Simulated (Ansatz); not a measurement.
InGaAs$_{2}$:
```xyz
4
Lattice="4.1532 0.0000 0.0000 0.0000 4.1532 0.0000 0.0000 0.0000 5.9194" Properties=species:S:1:pos:R:3 pbc="T T T"
In     0.0000     0.0000     2.9597
Ga     2.0766     2.0766     0.0000
As     2.0766     0.0000     4.5574
As     0.0000     2.0766     1.3620
```

r²SCAN in the plane-wave PAW code Ansatz gives a gap of 0.30 eV without spin–orbit coupling, maximum at Γ, minimum at Γ.

Task: What happens when spin–orbit coupling is switched on?

Result: The gap decreases by 0.11 eV, to 0.19 eV; maximum at Γ, minimum at Γ.

Task: Give the electron effective mass with spin–orbit coupling.

Result: 0.017, 0.017, 0.027 mₑ (principal values).

Task: Give the hole effective mass with spin–orbit coupling.

Result: 0.025, 0.025, 0.35 mₑ (principal values).

Task: Give the Z2 indices of the occupied bands with spin–orbit coupling.

Result: 0;(000).

Space group P-4m2. The workflow started from a Materials Project entry (that database holds measured and hypothetical structures alike); the Crystallography Open Database copy checked does not list it. With In and Ga taken as one species the cell has the higher symmetry F-43m, so it may be an ordered model of a mixed-site phase. Its standing as an ambient phase is unchecked. Symmetry was held in the r²SCAN relaxation; whether a distortion lowers the energy is not shown.

Potentials: the later of the program's two PAW sets.
